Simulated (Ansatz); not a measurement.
Method: DFT PBE, scalar-relativistic, plane waves, PAW in Ansatz 0.2.0. Settings: cutoff 420 eV, Γ-centred meshes spaced at most about 0.3 Å⁻¹, and about 0.25 Å⁻¹ or finer for metals (2π included), Gaussian smearing. No spin polarisation in the final relaxations.

Temperature and zero-point effects are left out.

Two relaxed structures of Nb₃C:

1. Space group Fm-3m (No. 225), cubic, a = 6.195 Å. Nb on a site of symmetry -43m has 4 C at 2.68 Å, 4 Nb at 2.68 Å and 6 Nb at 3.10 Å; Nb on a site of symmetry m-3m has 8 Nb at 2.68 Å and 6 C at 3.10 Å; C has 8 Nb at 2.68 Å and 6 Nb at 3.10 Å.

2. Space group Pm-3m (No. 221), cubic, a = 3.877 Å. Nb is surrounded by 4 C at 2.74 Å and 8 Nb at 2.74 Å; C has 12 Nb at 2.74 Å.

Question: Which is lower in energy, and by how much?

Answer: Cell 2 is lower, by 250 meV/atom. Cell 1 has the BiF3 (D0_3) type, space group Fm-3m (No. 225), 14.9 Å³/atom and no gap on its mesh; cell 2 has the Cu3Au (L1_2) type, space group Pm-3m (No. 221), 14.6 Å³/atom and no gap. Counting Nb atoms around C (those within 1.25 times the shortest such distance or 1.15 times the sum of covalent radii; a plus sign parts nearer from farther groups), cell 1 has C 8+6 and cell 2 has C 12. Even the lower one lies +0.72 eV/atom against the reference forms of the elements (uncorrected), so neither is stable at this level. Both come from invented guesses. A third cell relaxed alike, in P6_3/m, lies 0.69 eV/atom below the lower of the two.

Cells relaxed within their symmetry can be saddle points.
